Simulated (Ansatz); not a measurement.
Values for one crystal, relaxed and computed with DFT-PBE in the program Ansatz with PAW potentials; other levels are named.

```yaml
volume_per_atom: 12.52 Å³
electronic_character: metallic (no gap)
Formation energy from the elements (no fitted shifts): -0.13 eV/atom
Density of states at the Fermi level: 1.1 states/eV per atom (mean over ±0.08 eV)
```

Question: Pick the material that matches.
A) SiMo3, A15 (Cr3Si type)
B) NiGe, Pnma (Ni on 4c, Ge on 4c)
C) SiMo2N, P6_3/mmc (Si on 2d, Mo on 4f, N on 2a)
D) TiC, rock salt

Answer: C, SiMo2N, P6_3/mmc (Si on 2d, Mo on 4f, N on 2a)

The start of the workflow was typed in or built on a structure type; neither database checked (COD, Materials Project) lists it. Its standing as an ambient phase is unchecked. Symmetry was held in the PBE relaxation; its stability against distortions is not shown here. The workflow began spin-polarised and lost its moments. The references are the lowest solids computed at this level, not always the standard phases (solids in place of the gases). Spin–orbit coupling is left out wherever it is not named.

Potentials: the earlier of the program's two PAW sets.
